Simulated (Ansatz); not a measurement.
**Na2PHO4 — O-17 NMR of the central transition**

Cell: a Materials Project structure (computed, not necessarily an observed phase), taken as it stands.

Space group P2_1 (No. 4); a = 5.5136, b = 6.9835, c = 5.5227 Å, β = 116.39°.

```
site  Wyckoff  site symmetry       x       y       z
 Na1       2a              1  0.7497  0.2514  0.3801
 Na3       2a              1  0.0133  0.0081  0.9942
   H       2a              1  0.4555  0.4753  0.9587
   P       2a              1  0.3880  0.2377  0.6665
  O9       2a              1  0.2978  0.4279  0.7829
 O11       2a              1  0.6978  0.5626  0.2168
 O13       2a              1  0.6969  0.2485  0.7788
 O15       2a              1  0.2334  0.2498  0.3593
```

One atom of each set is listed.

Computed with Ansatz: DFT, PBE, plane waves and PAW, scalar-relativistic, 420 eV cutoff, Γ-centred 4×3×4 k-points, Fermi–Dirac smearing 0.02 eV.

O-17 has I = 5/2 and Q = -25.58 mb (Pyykkö 2018); at 18.8 T its Larmor frequency is ν₀ = 108.6 MHz. Only the quadrupole interaction is simulated: positions count from each site's isotropic chemical shift, and J coupling is left out, as are shift anisotropy and dipolar coupling, which fast spinning averages.

Question: What does the O-17 spectrum (fast magic-angle spinning) show for each site?

Answer: 

| site | first shell | C_Q (MHz) | η | P_Q (MHz) | δ_QIS (ppm) | breadth (kHz) |
| --- | --- | --- | --- | --- | --- | --- |
| O9 | 1 H at 1.03 Å, 1 P at 1.65 Å, angle 111°; also 3 Na at 2.40–3.10 Å | -6.70 | 0.92 | 7.59 | -29.4 | 7.08 |
| O11 | 1 P at 1.55 Å; also 1 H at 1.58 Å, 3 Na at 2.32–3.15 Å | -5.28 | 0.22 | 5.32 | -14.4 | 3.55 |
| O13 | 1 P at 1.53 Å; also 4 Na at 2.33–3.20 Å | -5.11 | 0.16 | 5.13 | -13.4 | 3.26 |
| O15 | 1 P at 1.52 Å; also 4 Na at 2.49–2.80 Å | -5.03 | 0.24 | 5.08 | -13.2 | 3.25 |

δ_QIS = −(ν_Q²/30ν₀²)[I(I+1) − 3/4](1 + η²/3) × 10⁶ ppm with ν_Q = 3|C_Q|/[2I(2I−1)]; it falls as 1/B₀² in ppm, and the breadth as 1/B₀ in kHz.

At O11, O13 and O15 V_zz points along its bond to P (within 7°) in each case.
